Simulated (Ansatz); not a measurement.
# Nb: computed property card

Nb:
```cif
data_Nb
_chemical_formula_sum 'Nb1'
_space_group_name_H-M_alt 'P 1'
_space_group_IT_number 1
_cell_length_a 2.92690
_cell_length_b 2.92690
_cell_length_c 2.92690
_cell_angle_alpha 60.000
_cell_angle_beta 60.000
_cell_angle_gamma 60.000
loop_
_space_group_symop_operation_xyz
  'x, y, z'
loop_
_atom_site_label
_atom_site_type_symbol
_atom_site_fract_x
_atom_site_fract_y
_atom_site_fract_z
_atom_site_occupancy
Nb1 Nb 0.00000 0.00000 0.00000 1
```

Space group Fm-3m (No. 225), fcc (Cu type); conventional cell a = b = c = 4.1393 Å, α = β = γ = 90.00°.

Method: LDA (plane waves, PAW; program Ansatz). The cell and atoms are relaxed at this level. Other levels are named where they apply.

### Cell and energy

```yaml
volume_per_atom: 17.73 Å³
density: 8.70 g/cm³
```

### Electronic structure

```yaml
electronic_character: metallic (no gap)
Density of states at the Fermi level: 1.5 states/eV per atom (mean over ±0.08 eV)
```

### Mechanics

```yaml
Bulk modulus (Birch–Murnaghan fit): 182 GPa
Pressure derivative B′: 3.6
Elastic constants (relaxed ions, GPa): C11 = -28.5, C12 = 288, C44 = -78.6
mechanical_stability: unstable (C has a negative eigenvalue)
```

The workflow started from an entry of the Crystallography Open Database (COD), which files this formula under 2 space groups. It is not the phase usual at ambient conditions (space group No. 229). Symmetry was held in the LDA relaxation. The run is not spin-polarised. As this level gives no gap, shear constants depend on the k-mesh and smearing (Fermi–Dirac, 0.1 eV here). Scalar-relativistic: spin–orbit coupling is off unless named, which matters more the heavier the elements.

Potentials: the earlier of the program's two PAW sets.
